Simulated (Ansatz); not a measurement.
LaNi2 (cubic Laves (MgCu2 type), Fd-3m) at seven volumes, plane-wave PAW r²SCAN (Ansatz code), scaled uniformly. One row is withheld.

```json
[
 {"V (Å³/atom)": "14.810", "P (GPa)": "12.69"},
 {"V (Å³/atom)": "15.299", "P (GPa)": "7.75"},
 {"V (Å³/atom)": "15.787", "P (GPa)": "3.56"},
 {"V (Å³/atom)": "16.275", "P (GPa)": "0.01"},
 {"V (Å³/atom)": "16.763", "P (GPa)": "-3.02"},
 {"V (Å³/atom)": "17.252", "P (GPa)": "?"},
 {"V (Å³/atom)": "17.740", "P (GPa)": "-7.79"}
]
```

Task: Fit the shown pressures and predict the withheld one.

Result: Third-order Birch–Murnaghan: P = (3/2)B₀(x^(7/2) − x^(5/2))[1 + (3/4)(B′ − 4)(x − 1)] with x = (V₀/V)^(2/3). Least squares on the six rows gives V₀ = 16.276 Å³/atom, B₀ = 109.2 GPa, B′ = 4.39. At V = 17.252, x = 0.9619 and P = -5.60 GPa. The run itself gave -5.59 GPa.

The workflow started from an entry of the Crystallography Open Database (COD). Whether it is the stable phase at ambient conditions was not checked. The r²SCAN relaxation kept the symmetry of its start; whether a distortion lowers the energy is not shown. The workflow began spin-polarised and lost its moments. Spin–orbit coupling is left out wherever it is not named.

Potentials: the later of the program's two PAW sets.
